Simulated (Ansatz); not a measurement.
LiF (rock salt) is sheared across one {110} plane: the third cell vector gains the shift, so faults repeat every 4.3 Å. The cut lies between planes 1.44 Å apart; the cell height is held.

```xyz
6
Lattice="2.8764 0.0000 0.0000 0.0000 4.0679 0.0000 1.4382 2.0339 4.3146" Properties=species:S:1:pos:R:3 pbc="T T T"
F      1.1985     1.6949     3.5955
F      1.1985     1.6949     0.7191
F      2.6367     3.7289     2.1573
Li     1.1985     3.7289     3.5955
Li     1.1985     3.7289     0.7191
Li     2.6367     1.6949     2.1573
```

In-plane vectors a = (2.876, 0.000) Å, b = (0.000, 4.068) Å, area 11.70 Å². The shift is x·a + y·b, and the map repeats with period 1 in x and y. The shift is rigid: no atom relaxes. γ = [E(shift) − E(0)] / area.

Level of theory: PBE (plane waves to 420 eV, PAW, scalar-relativistic; Ansatz, a quantum-chemistry and plane-wave program). k mesh 10×10×10 (Γ-centred), Fermi-Dirac smearing 0.05 eV. E is the zero-smearing estimate. Points where atoms come too close for the PAW data are left out (x in tables, blank in figures). Faults lie only 4.3 Å apart, and holding the cell height and the atoms raises γ above its relaxed value. LiF was relaxed with its symmetry unable to fall. The last digit holds for this mesh only.

Changes of γ (meV/Å²) from the point x = 0.000, y = 0.000 when one coordinate moves alone (two changes are said to add if the coupling is within 5 % of the smaller one, nearly so within 20 %):

```tsv
point	change
x = 0.167, y = 0.000	19.6
x = 0.333, y = 0.000	91.7
x = 0.500, y = 0.000	149.5
x = 0.667, y = 0.000	91.7
x = 0.833, y = 0.000	19.6
x = 0.000, y = 0.167	70.7
x = 0.000, y = 0.333	261.0
x = 0.000, y = 0.500	391.9
x = 0.000, y = 0.667	261.0
x = 0.000, y = 0.833	70.7
```

Task: What is the change at x = 0.167, y = 0.167, where both move, and how far is it from the sum?

Result: The sum of the single changes is 19.6 + (70.7) = 90.3; the calculation gives 92.3, so the coupling contributes 2.0 (under 20 % of the smaller single change, nearly additive).

Task: Do the two effects add at x = 0.500, y = 0.167? Give the computed change.

Result: The sum of the single changes is 149.5 + (70.7) = 220.2; the calculation gives 192.6, so the coupling contributes -27.6 (over 20 % of the smaller single change, not additive).

Task: What is the change at x = 0.333, y = 0.167, where both move, and how far is it from the sum?

Result: The sum of the single changes is 91.7 + (70.7) = 162.4; the calculation gives 152.3, so the coupling contributes -10.1 (under 20 % of the smaller single change, nearly additive).

(The slope of γ gives the shear force per area between the displaced halves; near zero shift its curvature is an elastic stiffness.)
